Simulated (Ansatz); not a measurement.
Calculated electrostatic potentials at the O nuclei for La4MgNiO8

Cell: a computed structure from the Materials Project (it need not be an observed phase), atoms as given.

Space group Cmmm (No. 65); a = 5.5406, b = 12.5311, c = 5.5363 Å.

| site | Wyckoff | site symmetry | x | y | z |
| --- | --- | --- | --- | --- | --- |
| La1 | 4i | m2m | 0.5000 | 0.6367 | 0.0000 |
| La3 | 4j | m2m | 0.5000 | 0.8633 | 0.5000 |
| Mg | 2b | mmm | 0.5000 | 0.0000 | 0.0000 |
| Ni | 2d | mmm | 0.0000 | 0.0000 | 0.5000 |
| O7 | 4i | m2m | 0.5000 | 0.8213 | 0.0000 |
| O9 | 8o | .m. | 0.2514 | 0.0000 | 0.2490 |
| O11 | 4j | m2m | 0.5000 | 0.3211 | 0.5000 |

One atom of each set is listed; the run and its k-mesh use a cell of 14 atoms with edges of 6.85, 6.85, 5.54 Å.

All values are calculated (Ansatz; DFT, PBE+U (U = 5.0 eV on Ni d), plane waves and PAW, scalar-relativistic, collinear spin, 420 eV cutoff, Γ-centred 4×4×4 k-points, Fermi–Dirac smearing 0.02 eV), not measured. Start moments as typed (μB): 2 on each Ni, none on the rest.

The potential at a nucleus is that of all electrons and the other nuclei. A higher potential binds the core electrons more strongly, so differences between sites of one element are the initial-state part of core-level shifts.

Problem. Rank the O sites by the potential at the nucleus, lowest first, and give each against the lowest.
A. O7: 1 Mg at 2.24 Å, 1 La at 2.31 Å, angle 180°; also 4 La at 2.82 Å
B. O11: 1 Ni at 2.24 Å, 1 La at 2.31 Å, angle 180°; also 4 La at 2.82 Å
C. O9: 1 Mg at 1.95 Å, 1 Ni at 1.97 Å, angle 180°; also 4 La at 2.60 Å

Solution. C (0.00 V), A (0.15 V), B (0.24 V).

The program didn't check the stability of this electronic state in full, so a lower one may lie near. All moments are parallel here, as the start or the cell imposes; many such compounds order antiparallel, where fields and spin densities carried over to other atoms largely cancel. The magnetic order is the one that the run reached from its start moments, not necessarily the measured one.
